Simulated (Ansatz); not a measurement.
### Question
GaSb (NiAs type, space group No. 194) is relaxed with PBEsol in the plane-wave PAW code Ansatz. What lattice parameters of the conventional cell result?

### Answer
a = 3.871 Å, c = 7.147 Å.

### Question
Is it a metal or does it have a gap at this level?

### Answer
No gap at this level.

Space group P6_3/mmc (NiAs type). The start of the workflow was typed in or built on a structure type; neither database checked (COD, Materials Project) lists it. It is not the phase usual at ambient conditions (space group No. 216). The cell was relaxed with PBEsol under the symmetry of its start; of distortions, only those at the zone centre were tested. Spin–orbit coupling is left out wherever it is not named.

Potentials: the later of the program's two PAW sets.
